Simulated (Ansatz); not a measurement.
MoPt (rock salt), relaxed and computed with several functionals in Ansatz (plane waves, PAW).

| functional | a (Å) | ΔH_f (eV/atom) | B₀ by P(V) fit (GPa) |
|---|---|---|---|
| PBEsol | 5.182 | 0.78 | 220 |
| r²SCAN | 5.217 | 0.73 | 213 |
| PBE | 5.244 | 0.71 | 197 |

Typed or built starts, not in the databases checked: MoPt, rock salt. All cells were relaxed under the symmetry of their starts (and spin orders); stability against distortions was not tested throughout. Rows with no word on spin ran without spin polarisation. Spin–orbit coupling is left out wherever it is not named.

Potentials: the later of the program's two PAW sets.

Ansatz (a first-principles code) is a plane-wave DFT program.

Formation energies count from the lowest solids of the elements computed at the same level, not from gases.
